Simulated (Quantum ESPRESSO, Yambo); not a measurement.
At a photon energy of 8.62 eV, RPA with local fields on PBEsol bands shifted by a G0W0 scissor of 2.43 eV (Quantum ESPRESSO and Yambo; 6×6×4 mesh, 89 bands, 3 Ry local-field block, 0.2 eV broadening) gives ε = 2.9 + 5.27i for CaHBr (space group P4/nmm, No. 129), field along x. Axes are Cartesian, with cell vectors (Å) (3.82, 0.00, 0.00), (0.00, 3.82, 0.00), (0.00, 0.00, 7.77).

**Question.** Work out n, κ, the normal-incidence reflectivity, the absorption coefficient and the penetration depth.

**Answer.** 
|ε| = 6.02; n = √((|ε| + ε1)/2) = 2.11, κ = √((|ε| − ε1)/2) = 1.25. R = ((n − 1)² + κ²)/((n + 1)² + κ²) = 0.25. α = 2Eκ/(ħc) with ħc = 197.327 eV nm: 0.1090 per nm = 11 × 10⁵ per cm, a 1/e depth of 9.2 nm. The computed direct gap is 6.18 eV, and the energy scale of the real crystal may differ from it. Excitonic effects are left out, and values at one energy depend on mesh and broadening. The scissor comes from a G0W0 run whose convergence isn't established. Convergence of the RPA response with its 6×6×4 mesh was not tested.

Spin-orbit coupling is not included.

Geometry relaxed with PBE+D3(BJ); primitive cell a = b = 3.822 Å, c = 7.774 Å, α = β = γ = 90.00°.
